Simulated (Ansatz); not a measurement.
KF:
```
KF
1.0
    0.00000     2.71037     2.71037
    2.71037     0.00000     2.71037
    2.71037     2.71037     0.00000
K F
1 1
Direct
  0.00000   0.00000   0.00000
  0.50000   0.50000   0.50000
```

Tensor components refer to the Cartesian frame of this cell.

Give the high-frequency dielectric tensor and the Born effective charge tensors of the independent atoms from DFPT, DFT-PBE in the program Ansatz with PAW potentials.


ε∞:
```
1.96  0.00  0.00
0.00  1.96  0.00
0.00  0.00  1.96
```
Z* of atom 1 (K), rows: field, columns: displacement, in e:
```
1.13  0.00  0.00
0.00  1.13  0.00
0.00  0.00  1.13
```
Z* of atom 2 (F), rows: field, columns: displacement, in e:
```
-1.13   0.00   0.00
 0.00  -1.13   0.00
 0.00   0.00  -1.13
```

Static charges for comparison (Bader): K1 +0.86, F2 -0.86 e. Born charges measure polarisation by displacement and can exceed these by far.

Space group Fm-3m (rock salt). Symmetry was held in the PBE relaxation; phonons on a q-mesh show no instability.

Potentials: the later of the program's two PAW sets.
